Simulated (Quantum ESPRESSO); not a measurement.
# One change at a time to Ag4Pt2ReSc

These are calculations, not measurements. They come from Quantum ESPRESSO 7.5, a public plane-wave density functional program. Each row is one single-point run on a made-up periodic cell of eight metal atoms, with elements, volume, strain and displacements drawn at random and not relaxed, so a cell may be unstable or far from any real phase. There is no spin polarisation or spin-orbit coupling.

Settings: PBE unless stated; PseudoDojo standard norm-conserving files; Fermi-Dirac width 0.25 eV, which means electrons at about 2900 K; cutoff 1143 eV; 5 x 5 x 4 k mesh shifted half a step off Gamma. E is the free energy of the whole cell (internal energy minus TS), so a -TS column is already part of it. Stress is positive in tension, and the pressure P is minus a third of its trace.

Checks: one run of this series was repeated at a higher cutoff and on a denser mesh, which moved values by no more than 0.005 eV, 0.08 GPa and 0.003 eV/Å, and a second program with other atomic files agreed on it to 2 % rms in force and 0.5 GPa in pressure. Known limits: heavy elements are run without spin-orbit coupling, which real alloys of them have; a spin test at this wide smearing found no moment, but such smearing suppresses magnetism that the real alloy may have.

The lattice is hexagonal close-packed, and the cell vectors in Å are (4.418, -2.501, 0.018); (-2.937, 0.046, -4.572); (2.961, 5.030, -0.066), a volume of 135.68 Å³ in run 1. The elements on sites 1 to 8 are Pt Sc Ag Ag Ag Ag Re Pt. Each later run makes one change to run 1 and keeps the rest. E is counted from run 1, and is n/a where other atomic files have another zero of energy.

| run | change | V (Å³) | P (GPa) | -TS (eV) | rms force (eV/Å) | largest change of a force component (eV/Å) | E (eV) |
|---|---|---|---|---|---|---|---|
| 1 | none | 135.68 | -0.02 | -1.171 | 0.390 | 0.000 | 0.000 |
| 2 | sites 2 and 5 exchanged | 135.68 | 0.06 | -1.107 | 0.371 | 0.326 | -0.022 |
| 3 | all lengths scaled by -0.73 % | 132.73 | 3.39 | -1.144 | 0.417 | 0.070 | ? |
| 4 | PBEsol in place of PBE | 135.68 | -7.41 | -1.172 | 0.371 | 0.071 | n/a |
| 5 | Ru on site 7 | 135.68 | -0.08 | -1.191 | 0.370 | 0.203 | n/a |
| 6 | site 2 moved by -0.14 Å along y | 135.68 | 0.38 | -1.168 | 0.414 | 0.663 | 0.074 |

## Worked estimate

Along a uniform scaling dE = -P dV. The mean of the two pressures is 1.685 GPa and the volume changes by -2.95 Å³, with 160.2 GPa to one eV/Å³. The same two rows give -V dP/dV = 155 GPa for this cell with clamped atoms, which is not the bulk modulus of a real alloy.

## Withheld value

Question: what E should run 3 give?

The estimate is 0.031 eV. The calculation gave 0.031 eV.
